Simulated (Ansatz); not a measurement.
All numbers below come from DFT PBE, scalar-relativistic, plane waves, PAW (Ansatz 0.2.0). Settings: cutoff 420 eV, Γ-centred meshes spaced at most about 0.3 Å⁻¹, and about 0.25 Å⁻¹ or finer for metals (2π included), Gaussian smearing. No spin polarisation in the final relaxations.

All energies are static (0 K, no zero-point motion).

Two forms of Sn2Pb3S5 were relaxed alike.

A.

```cif
data_structure
_symmetry_space_group_name_H-M 'I4/mmm'
_symmetry_Int_Tables_number 139
_cell_length_a 4.2066
_cell_length_b 4.2066
_cell_length_c 29.7505
_cell_angle_alpha 90.000
_cell_angle_beta 90.000
_cell_angle_gamma 90.000
_cell_volume 526.44
loop_
_atom_site_label
_atom_site_type_symbol
_atom_site_symmetry_multiplicity
_atom_site_Wyckoff_symbol
_atom_site_fract_x
_atom_site_fract_y
_atom_site_fract_z
_atom_site_occupancy
Sn1 Sn 4 e 0.50000 0.50000 0.40007 1
Pb1 Pb 4 e 0.50000 0.50000 0.19915 1
Pb2 Pb 2 b 0.50000 0.50000 0.00000 1
S1 S 4 e 0.50000 0.50000 0.30293 1
S2 S 4 e 0.00000 0.00000 0.39956 1
S3 S 2 a 0.00000 0.00000 0.00000 1
```

B.

```cif
data_structure
_symmetry_space_group_name_H-M 'Cm'
_symmetry_Int_Tables_number 8
_cell_length_a 30.2195
_cell_length_b 4.1971
_cell_length_c 4.2514
_cell_angle_alpha 90.000
_cell_angle_beta 97.473
_cell_angle_gamma 90.000
_cell_volume 534.64
loop_
_atom_site_label
_atom_site_type_symbol
_atom_site_symmetry_multiplicity
_atom_site_Wyckoff_symbol
_atom_site_fract_x
_atom_site_fract_y
_atom_site_fract_z
_atom_site_occupancy
Sn1 Sn 2 a 0.90298 0.00000 0.92933 1
Sn2 Sn 2 a 0.60289 0.50000 0.12955 1
Pb1 Pb 2 a 0.70132 0.00000 0.71547 1
Pb2 Pb 2 a 0.80271 0.50000 0.31080 1
Pb3 Pb 2 a 0.50145 0.00000 0.51104 1
S1 S 2 a 0.79783 0.00000 0.79280 1
S2 S 2 a 0.89928 0.50000 0.36080 1
S3 S 2 a 0.99500 0.00000 0.00058 1
S4 S 2 a 0.59899 0.00000 0.55150 1
S5 S 2 a 0.69517 0.50000 0.19812 1
```

Task: Which would you expect to be lower, and how large is the difference?

Result: They are level within the accuracy (4 meV/atom apart, with B the lower in these runs). A has Sn and Pb ordered on rock salt sites, space group I4/mmm (No. 139), 26.3 Å³/atom and a gap of 0.04 eV on its mesh; B has Sn and Pb ordered on rock salt sites, space group Cm (No. 8), 26.7 Å³/atom and a gap of 0.20 eV. Counting S atoms around Pb and Sn (those within 1.25 times the shortest such distance or 1.15 times the sum of covalent radii, 1.27 where that leaves under three; a plus sign parts nearer from farther groups; the shortest distance is added where it exceeds 1.18 times the sum of covalent radii; a slash parts the counts of unlike sites), A has Sn 6 from 2.9 Å, Pb 6/6 from 3.0 Å and B has Sn 3+3, Pb 6. In A, Sn is surrounded by 6 S at 2.89–2.97 Å; Pb on a site of symmetry 4mm is surrounded by 6 S at 2.94–3.09 Å; around S on a site of symmetry 4mm lie 1 Sn at 2.89 Å and 5 Pb at 2.98–3.09 Å; 3 more sites not described. In B, around Sn on its first site lie 3 S at 2.76–2.80 Å and 3 S at 3.15–3.19 Å; Pb on its first site is surrounded by 6 S at 2.89–3.08 Å; S on its first site is surrounded by 5 Pb at 2.89–3.03 Å and 1 Sn at 3.15 Å; 7 more sites not described. Both come from invented guesses.

These runs have no spin–orbit coupling, which can matter for Pb. Kohn–Sham gaps at this level usually fall short of measured ones. The missing spin–orbit coupling can work the other way here. Cells relaxed within their symmetry can be saddle points. The Cm cell of Sn2Pb3S5 came from shaking the I4/mmm one.
